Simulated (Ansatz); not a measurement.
Bi, DFT, PBEsol, all-electron LAPW, scalar-relativistic (Ansatz 0.2.0), run on 1 thread of Arm Neoverse V1 on a shared host.

The structure is an experimental refinement, used without relaxation. The listed cell was then made from it by scaling, straining or moving an atom.

Command: `ansatz run input.yaml --threads 1 --pin off --max-ram 3072MiB --backend cpu --events-out ev --progress --plain --runs-dir out`

```yaml
crystal:
  lattice:
    - [3.33628, -3.0554, 0.0]
    - [3.33628, 3.0554, 0.0]
    - [-1.15098, 0.0, 3.0619809]
  atoms:
    - { symbol: Bi, position: [0.2518, 0.2518, 0.149] }
    - { symbol: Bi, position: [0.7482, 0.7482, 0.851] }
kpoints:
  mp_grid: { grid: [8, 8, 11] }
  band_path:
    path:
      - [0.0, 0.0, 0.0]
      - [-0.4893037802, 0.4893037802, 0.0]
      - [-0.5106962198, -0.4893037802, 0.0]
      - [-0.5, -0.5, 0.0]
      - [0.0, 0.0, 0.0]
      - [-0.5, -0.5, 0.5]
      - [-0.6824500708, -0.3175499292, 0.5]
      - [-0.3175499292, 0.3175499292, 0.5]
      - [0.0, 0.0, 0.5]
    npoints: 5
scf:
  occupations: { method: fermi_dirac, width: 0.05 }
hamiltonian:
  xc: pbesol
  pseudopotentials: { kind: all_electron, lapw: { basis_error: 0.00025 } }
output:
  forces: true
  stress: true
  eigenvalues: true
```

(1) How large is the problem that the program sets up?

(2) About how long does it take, and how much memory does it use?

Answers

(1) 201 irreducible k-points, 489 plane waves at Γ, 45 bands.

(2) 110 s of wall time for 6 SCF iterations, with a peak of 0.9 GiB. Times on shared machines scatter by tens of per cent.
